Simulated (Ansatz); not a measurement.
CrO$_{2}$:
```yaml
crystal:
  lattice:
    - [4.44420, 0.00000, 0.00000]
    - [0.00000, 4.44420, 0.00000]
    - [0.00000, 0.00000, 2.92159]
  atoms:
    - { symbol: Cr, position: [0.00000, 0.00000, 0.00000] }
    - { symbol: Cr, position: [0.50000, 0.50000, 0.50000] }
    - { symbol: O, position: [0.30366, 0.30366, 0.00000] }
    - { symbol: O, position: [0.19634, 0.80366, 0.50000] }
    - { symbol: O, position: [0.69634, 0.69634, 0.00000] }
    - { symbol: O, position: [0.80366, 0.19634, 0.50000] }
```
The run is spin-polarised; directions of the spins, atom by atom: ↑ ↑ 0 0 0 0.

Relaxed with PBE.

Q: Give the Bader charges and basin volumes of the independent atoms, plane-wave PAW PBE (Ansatz code).

A: 

```tsv
atom	Bader charge (e)	Bader volume (Å³)
Cr1	+1.98	7.0
O3	-0.99	10.9
```

Space group P4_2/mnm (rutile). The cell was relaxed with PBE under the symmetry of its start. Magnetic state: ferromagnetic, chosen from 5 collinear starts compared on coarse meshes (ties went to the first, and starts can fall back to one state), not a proven ground state. Textbook magnetic order: ferromagnetic. No Hubbard U is applied.

Potentials: the later of the program's two PAW sets.
